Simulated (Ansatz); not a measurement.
A geometry of HgTe away from equilibrium: the start of the relaxation of a relaxed HgTe cell displaced along its unstable phonon at q = (½, ½, 0) of its primitive reciprocal cell (146i cm⁻¹), largest move 0.15 Å. Level of theory: PBEsol (plane waves to 420 eV, PAW, scalar-relativistic; Ansatz, a first-principles code). Γ-centred k-mesh 8×8×4 on the run's cell (coarser than for final values), Fermi–Dirac smearing 0.05 eV.

```xyz
8
Lattice="8.5101 0.0000 0.0000 4.2550 4.2550 0.0000 0.0000 0.0000 7.8452" Properties=species:S:1:pos:R:3 pbc="T T T"
Hg     8.5101     2.1275     0.0000
Hg     4.2550     2.1275     0.0000
Hg     2.1275     0.0000     3.9226
Hg     6.3825     0.0000     3.9226
Te     0.0000     0.0000     1.8113
Te     4.2550     0.0000     2.1113
Te     0.0000     0.0000     5.7339
Te     4.2550     0.0000     6.0339
```

**Question.** Give the Cartesian forces on all atoms (eV/Å).

**Answer.** 
```
atom    Fx    Fy     Fz
----  ----  ----  -----
Hg1   0.00  0.00   0.00
Hg2   0.00  0.00   0.00
Hg3   0.00  0.00   0.00
Hg4   0.00  0.00   0.00
Te5   0.00  0.00  -0.87
Te6   0.00  0.00   0.87
Te7   0.00  0.00  -0.87
Te8   0.00  0.00   0.87
```

**Question.** What is the pressure?

**Answer.** +0.4 GPa, compression positive.

**Question.** How much energy per atom can still be gained by relaxing?

**Answer.** 0.11 eV/atom; the path ends in P4₂/ncm (No. 138).

No spin polarisation in the result. Without a van der Waals term the distances between weakly bound units are poorly fixed.

The run could not lose the symmetry of its start, so the end can be a saddle point.

The end of the path is a generated cell of HgTe: the first start was made by placing the elements on the sites of a structure type, and the end was not matched to a known phase here, so it may be hypothetical. Known forms of HgTe include space group No. 216.
